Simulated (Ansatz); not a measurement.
SiO2:
```
SiO2
1.0
    4.07117     0.00000     0.00000
    0.00000     5.02952     0.00000
    0.00000     0.00000     4.48259
Si O
4 8
Direct
  0.50000   0.34815   0.75000
  0.50000   0.65185   0.25000
  0.00000   0.15185   0.25000
  0.00000   0.84815   0.75000
  0.26884   0.61795   0.58039
  0.73116   0.38205   0.41961
  0.23116   0.88205   0.08039
  0.76884   0.11795   0.91961
  0.76884   0.88205   0.41961
  0.23116   0.11795   0.58039
  0.73116   0.61795   0.91961
  0.26884   0.38205   0.08039
```

Relaxed with r²SCAN.

Q: Map the valence electron density (e/Å³), cut off at 2 on the plane through (0.000, 0.152, 0.250) spanned by u = [1, 0, 1] and v = [1, 1, -1] in lattice vectors, from plane-wave PAW r²SCAN (Ansatz code).

A: x is the fraction of u, y of v (the angle between them is 94°; rows are the nearest grid lines); atoms in the plane: Si at (0.00, 0.00), O at (0.80, 0.47), O at (0.05, 0.22).
```
y \ x   0.000  0.100  0.167  0.267  0.367  0.467  0.533  0.633  0.733  0.833  0.900   1.00
------  -----  -----  -----  -----  -----  -----  -----  -----  -----  -----  -----  -----
1.00    0.100  0.433   1.15   2.00   2.00  0.329  0.329   2.00   2.00   1.15  0.433  0.100
0.923   0.372  0.439   1.22   2.00   1.83  0.168  0.120  0.451  0.726  0.334  0.313  0.372
0.846    1.65  0.427  0.406  0.933  0.386  0.189  0.232  0.153  0.088  0.240  0.907   1.65
0.769    2.00  0.907  0.339  0.178  0.443   1.83   2.00   1.01  0.157  0.617   2.00   2.00
0.692    1.11  0.440  0.240  0.157  0.650   2.00   2.00   1.66  0.247  0.409  0.955   1.11
0.615   0.116  0.281  0.660  0.624  0.259  0.629  0.871  0.404  0.272  0.286  0.192  0.116
0.538   0.155   1.14   2.00   2.00  0.222  0.070  0.077  0.183   1.29   2.00  0.797  0.155
0.462   0.246   1.25   2.00   2.00  0.215  0.052  0.048  0.283   2.00   2.00   1.89  0.246
0.385   0.208  0.338  0.494  0.405  0.278  0.306  0.194  0.164  0.961   1.19  0.507  0.208
0.308    1.07   1.25  0.581  0.313   1.61   2.00   1.59  0.148  0.086  0.115  0.218   1.07
0.231    2.00   2.00   1.25  0.279   2.00   2.00   1.94  0.159  0.043  0.083  0.434   2.00
0.154    2.00   1.68  0.445  0.115  0.460  0.878  0.517  0.205  0.181  0.130  0.312   2.00
0.0769  0.424  0.359  0.262  0.359  0.384  0.258  0.301   1.10   2.00  0.652  0.354  0.424
0.000   0.100  0.433   1.15   2.00   2.00  0.329  0.329   2.00   2.00   1.15  0.433  0.100
```

The density is the valence pseudo-density with augmentation charge, so density and ELF within about 1 Å of a nucleus are not all-electron values.

Space group Pbcn. The first step of the workflow began from a Materials Project structure, measured or hypothetical; the Crystallography Open Database copy checked does not list it. It is not the phase usual at ambient conditions (space group No. 92, 152, 154). The r²SCAN relaxation kept the symmetry of its start; of distortions, only those at the zone centre were tested.

Potentials: the earlier of the program's two PAW sets.
